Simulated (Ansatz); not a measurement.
Task: Monolayer WS2 (1H, P-6m2 in the vacuum cell, 3 atoms) is relaxed with the program Ansatz at the r²SCAN+D4 level (PAW). What in-plane lattice and thickness result?

Result: a = 3.172 Å; 3.12 Å between the outermost nuclei.

Band gap: 1.96 eV (direct). Conduction-band minimum: at K. Electron affinity (Kohn–Sham): 3.97 eV. Electron effective mass, in the valley at K: 0.29 mₑ. Electron effective mass with spin–orbit coupling, in the valley at K: 0.34 mₑ. Hole effective mass with spin–orbit coupling, in the valley at K: 0.33 mₑ. Gap with spin–orbit coupling: 1.70 eV. HSE06 ionisation potential: 6.13 eV. Bader charges: S -0.73, W +1.46 e.

A layer that has been made, often on a substrate. Symmetry was held in the r²SCAN+D4 relaxation; its stability against distortions is not shown here. No spin polarisation was allowed. Scalar-relativistic: spin–orbit coupling is off unless named, which matters more the heavier the elements.

Potentials: the later of the program's two PAW sets.
